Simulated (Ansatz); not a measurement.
## YN$_{4}$: input and output

input.yaml (Ansatz 0.2.0)

```yaml
crystal:
  lattice:
    - [0.0, 3.995618, 0.0]
    - [3.995618, 0.0, 0.0]
    - [1.997809, 1.997809, -4.987268]
  atoms:
    - { symbol: "N", position: [0.75, 0.25, 0.5] }
    - { symbol: "N", position: [0.25, 0.75, 0.5] }
    - { symbol: "N", position: [0.39572, 0.39572, 0.20856] }
    - { symbol: "N", position: [0.60428, 0.60428, 0.79144] }
    - { symbol: "Y", position: [0.0, 0.0, 0.0] }
  symmetry: { tolerance: 0.0003 }
kpoints:
  mp_grid: { grid: [9, 9, 9], shift: [0, 0, 0] }
  band_path:
    path:
      - [0.0, 0.0, 0.0]
      - [0.5, 0.5, 0.5]
      - [0.5, 0.5, 0.25]
      - [0.0, 0.5, 0.0]
      - [0.0, 0.0, 0.0]
      - [0.0, 0.0, -0.5]
      - [0.0, 0.41976709, -0.29011645]
      - [0.0, 0.58023291, 0.29011645]
      - [0.0, 0.0, 0.0]
      - [0.5, 0.5, 0.5]
      - [0.41976709, 0.58023291, 0.5]
    npoints: 6
magnetization:
  spin_polarized: false
scf:
  occupations: { method: fermi_dirac }
  lower_state_search: "off"
  max_iter: 200
hamiltonian:
  pseudopotentials: { kind: paw }
  xc: r2scan
basis:
  ecutwfc: 500
  fft_grid_basis: typed
output:
  forces: true
  stress: true
  eigenvalues: true
  bader: true
  populations: true
  elf: true
  write_potential: true
  volumetric_format: npy
  dos:
    e_range: [-12, 8]
    de: 0.05
    projected: { site_lists: { "N": ["N"], "Y": ["Y"] } }
checkpoint:
  read: saved_state
```

The saved state is an earlier solution for the same cell, perhaps on another mesh. 

Excerpt of what it printed:

```
Pseudopotentials: kind: paw
Pseudopotential: N, paw, valence charge 5, recommended cutoff 500 eV (meta_gga), N.paw.azcp
Pseudopotential: Y, paw, valence charge 11, recommended cutoff 500 eV (meta_gga), Y.paw.azcp
Functional definition: r2SCAN
  exchange = r2scan_x(k0 = k0, k1 = k1, a1 = a1)
  correlation = r2scan_c
Crystal: 5 atoms, lattice volume = 79.622 Å³
Basis set: ecut = 500 eV, 2051 PW (Γ), exchange–correlation on 120×120×180 points (64 copies of the dense FFT grid, shifted against one another)
Bands: 21, of which v1, the nominal top of the filled ones, is band 16 counted from 1 (15 counted from 0)
Symmetry: 16 space group operations
Space group: I4/mmm (ITA 139), of the structure as read, at distance tolerance 1.3e-3 Å
k-points: 75 of 729
Initial density: read from a saved state, or passed on in memory by an earlier SCF of this step, an earlier step, the calling program or the single point that the run made first
Functional: x = r2scan, c = r2scan; τ floored in thin density (d = 2e-4 eV/Å³)
Free energy (F): -5385.1162 eV
Harris-Foulkes:  -5385.1162 eV  (|F-HF|=4.01e-8)
Internal energy: -5384.9815 eV  (E = F + TS)
E sigma→0 (E₀):  -5385.0489 eV
Entropy (-TS):   -0.1347 eV (-26.934 meV/atom)
Fermi energy:    5.4348 eV
--- Per-component energies (eV) ---
  E_band       = -211.5276
  E_kinetic    = 760.7887
  E_local      = -1291.4465  (includes V_loc(G=0)·N_el)
  E_nonlocal   = 234.3049
  E_hartree    = 351.0361
  E_xc         = -386.7002
  E_vxc        = -534.8048  (∫ρ·V_xc dr)
  E_paw        = -3347.0409  (= ΣΔE_a)
  E_vpaw       = -115.0821  (= ΣTr[D̂ρ^β])
  E_aug_tail   = 0.0000  (compensation charges beyond the density's cutoff)
  E_vtau       = 32.6414  (kinetic-family band-sum trace: ∫τ·v_τ [+ j·A + Jᵃ·Aᵃ] dr)
  E_ewald      = -1705.6515
  E_core_change = -0.2722  (= ΣΔE_core)
  E_smearing   = -0.1347  (= −TS)
--- Forces (eV/Å), atoms counted from 1 ---
  atom   1  N      0.0000     0.0000     0.0000
  atom   2  N      0.0000     0.0000     0.0000
  atom   3  N      0.0000     0.0000     2.9005
  atom   4  N      0.0000     0.0000    -2.9005
  atom   5  Y      0.0000     0.0000     0.0000
--- Stress (GPa, compression-positive) ---
      -25.9404       0.0000       0.0000
        0.0000     -25.9404       0.0000
        0.0000       0.0000     -37.4730
  P = ⅓ Tr σ = -29.7846 GPa (-297.846 kbar)
--- Löwdin populations: 5 sites ---
  site symbol       q [e]
     0      N      5.2788
     1      N      5.2788
     2      N      5.3542
     3      N      5.3542
     4      Y      9.6442
  spilling = 0.0029 (of n_electrons = 31.0000)
--- Bader charges: 5 sites ---
  site symbol  charge [e]  shift [e]
     0      N     -0.4532     0.0000
     1      N     -0.4532     0.0000
     2      N     -0.6335     0.0000
     3      N     -0.6334     0.0000
     4      Y      2.1732     0.0000
```

Total energies depend on the potentials used, so only differences within one code and one set of settings carry meaning.

Origin: a known structure type with other elements, at an estimated volume, so it need not be a known compound. Caveats: many states at the Fermi level without spin polarisation, so a magnetic state may lie lower; atoms or cell far from equilibrium.
